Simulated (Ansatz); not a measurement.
# Mg: the volume at rest

Mg in the hcp lattice, starting from this typed cell of 22.87 Å³ an atom.

```
CELL_PARAMETERS angstrom
1.59500 -2.76262 0.00000
1.59500 2.76262 0.00000
0.00000 0.00000 5.19000
ATOMIC_POSITIONS crystal
Mg 0.33333 0.66667 0.25000
Mg 0.66667 0.33333 0.75000
```

Method (Ansatz, development build): k mesh 6×6×4; Fermi–Dirac smearing of 0.1 eV; no spin. Cell and atoms are relaxed to zero stress with the symmetry kept and no dispersion correction.

Caveats: coarse k mesh.

Problem. What volume results under PBE, LDA, PBEsol, and how much do the potentials matter?

Solution. 
```json
{"functional": "PBE", "potentials": "all-electron PAW datasets (no frozen core)", "cutoff (eV)": "140", "volume (Å³/atom)": "22.98", "change (%)": "0.5"}
{"functional": "PBE", "potentials": "Ansatz generated PAW", "cutoff (eV)": "420", "volume (Å³/atom)": "22.99", "change (%)": "0.5"}
{"functional": "PBE", "potentials": "Ansatz hand-made PAW", "cutoff (eV)": "620", "volume (Å³/atom)": "22.98", "change (%)": "0.5"}
{"functional": "PBE", "potentials": "JTH PAW", "cutoff (eV)": "900", "volume (Å³/atom)": "23.02", "change (%)": "0.6"}
{"functional": "PBE", "potentials": "PseudoDojo norm-conserving", "cutoff (eV)": "1143", "volume (Å³/atom)": "23.01", "change (%)": "0.6"}
{"functional": "PBE", "potentials": "Ansatz norm-conserving", "cutoff (eV)": "1143", "volume (Å³/atom)": "22.99", "change (%)": "0.5"}
{"functional": "LDA", "potentials": "Ansatz hand-made PAW", "cutoff (eV)": "620", "volume (Å³/atom)": "21.68", "change (%)": "-5.2"}
{"functional": "LDA", "potentials": "PseudoDojo norm-conserving", "cutoff (eV)": "1143", "volume (Å³/atom)": "21.71", "change (%)": "-5.1"}
{"functional": "PBEsol", "potentials": "Ansatz hand-made PAW", "cutoff (eV)": "620", "volume (Å³/atom)": "22.56", "change (%)": "-1.4"}
{"functional": "PBEsol", "potentials": "PseudoDojo norm-conserving", "cutoff (eV)": "1143", "volume (Å³/atom)": "22.58", "change (%)": "-1.2"}
```

From smallest to largest: LDA, PBEsol, PBE.
